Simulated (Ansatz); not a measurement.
Si₂Ru in space group P4_2/mnm (No. 136; Ru on 2a, Si on 4f) under volume change, r²SCAN (plane waves, PAW; program Ansatz), shape and atoms relaxed at each volume.

```json
[
 {"V (Å³/atom)": "15.834", "E − E(relaxed) (meV/atom)": "77.8", "P (GPa)": "17.30"},
 {"V (Å³/atom)": "16.356", "E − E(relaxed) (meV/atom)": "32.7", "P (GPa)": "10.60"},
 {"V (Å³/atom)": "16.878", "E − E(relaxed) (meV/atom)": "7.7", "P (GPa)": "4.87"},
 {"V (Å³/atom)": "17.400", "E − E(relaxed) (meV/atom)": "0.0", "P (GPa)": "0.00"},
 {"V (Å³/atom)": "17.922", "E − E(relaxed) (meV/atom)": "6.9", "P (GPa)": "-4.15"},
 {"V (Å³/atom)": "18.444", "E − E(relaxed) (meV/atom)": "26.3", "P (GPa)": "-7.66"},
 {"V (Å³/atom)": "18.966", "E − E(relaxed) (meV/atom)": "56.3", "P (GPa)": "-10.64"}
]
```

Problem. What does a third-order Birch–Murnaghan fit give for V₀, B₀ and B′?

Solution. V₀ = 17.40 Å³/atom, B₀ = 149 GPa, B′ = 4.4.

The start of the workflow was typed in or built on a structure type; neither database checked (COD, Materials Project) lists it. Its standing as an ambient phase is unchecked. Symmetry was held in the r²SCAN relaxation; whether a distortion lowers the energy is not shown. No spin polarisation was allowed. The volume moved by 20 % from the start of the relaxation.

Potentials: the earlier of the program's two PAW sets.
